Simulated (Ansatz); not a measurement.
RhPb₂:
```yaml
crystal:
  lattice:
    - [-3.33712, 3.33712, 2.91211]
    - [3.33712, -3.33712, 2.91211]
    - [3.33712, 3.33712, -2.91211]
  atoms:
    - { symbol: Rh, position: [0.25000, 0.25000, 0.00000] }
    - { symbol: Rh, position: [0.75000, 0.75000, 0.00000] }
    - { symbol: Pb, position: [0.66525, 0.16525, 0.83049] }
    - { symbol: Pb, position: [0.16525, 0.33475, 0.50000] }
    - { symbol: Pb, position: [0.33475, 0.83475, 0.16951] }
    - { symbol: Pb, position: [0.83475, 0.66525, 0.50000] }
```

Relaxed with PBEsol. Special points in fractions of this cell's reciprocal vectors: Γ (0.000, 0.000, 0.000); X (0.000, 0.000, 0.500); M (-0.500, 0.500, 0.500); Z (0.440, 0.440, -0.440); Z0 (-0.440, 0.560, 0.440); P (0.250, 0.250, 0.250); N (0.000, 0.500, 0.000).

### Question
List the band energies nearest the Fermi level at these points for DFT-PBEsol in the program Ansatz with PAW potentials.

### Answer
In eV from the Fermi level; about four levels below and three above (degenerate sets whole), none deeper than 8.9 eV; points with the same levels are listed once.

```csv
k,below,above
Γ,-1.05 -1.04 -0.91 -0.91,0.10 0.10 0.58
X,-1.27 -1.19 -1.09 -0.94,0.58 0.84 1.31
M,-1.26 -1.16 -1.16 -1.12,0.56 1.94 2.74 2.74
Z,-1.22 -1.20 -1.20 -0.89,0.46 1.71 1.91 1.91
P,-2.01 -2.01 -0.86 -0.86,0.35 0.35 1.91 1.91
N,-1.46 -1.46 -1.04 -1.04,0.61 0.61 1.20 1.20
```

Space group I4/mcm. The workflow started from an entry of the Crystallography Open Database (COD). Whether it is the stable phase at ambient conditions was not checked. The cell was relaxed with PBEsol under the symmetry of its start; whether a distortion lowers the energy is not shown. No spin polarisation was allowed. Scalar-relativistic: spin–orbit coupling is off unless named, which matters more the heavier the elements.

Potentials: the later of the program's two PAW sets.
